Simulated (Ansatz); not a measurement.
## TaSi$_{2}$ (P6_222), zone-centre modes

Theory: Ansatz, DFT PBEsol, scalar-relativistic, plane waves, PAW. The runs took a 420 eV cutoff, a Γ-centred 12×12×6 mesh and Gaussian smearing (0.15 eV). Spin–orbit coupling is left out, which can shift energies with elements as heavy as these. No spin polarisation.

The undisturbed cell (relaxed at this level; it needn't be the usual structure):

```
Ta Si
1.0
     4.76086    0.00000    0.00000
    -2.38043    4.12303    0.00000
     0.00000    0.00000    6.55578
Ta Si
3 6
Direct
  0.50000 0.00000 0.50000
  0.50000 0.50000 0.83333
  0.00000 0.50000 0.16667
  0.15927 0.31854 0.50000
  0.84073 0.15927 0.83333
  0.68146 0.84073 0.16667
  0.84073 0.68146 0.50000
  0.15927 0.84073 0.83333
  0.31854 0.15927 0.16667
```

Harmonic modes by finite displacements of 0.02 Å, without the LO–TO term.

(1) At this geometry, is the structure stable against these modes?

(2) List the wavenumbers in cm⁻¹.

Answers

(1) Yes: no mode is imaginary beyond 10 cm⁻¹, and only the three translations lie near zero.

(2) 0, 0, 0, 107, 149, 149, 153, 153, 168, 229, 229, 234, 252, 265, 265, 300, 300, 301, 346, 346, 364, 364, 366, 376, 376, 410, 410.

Cost: 1 run of about 6.1 core-minutes, on Intel Xeon 6975P-C (Granite Rapids) (shared hosts).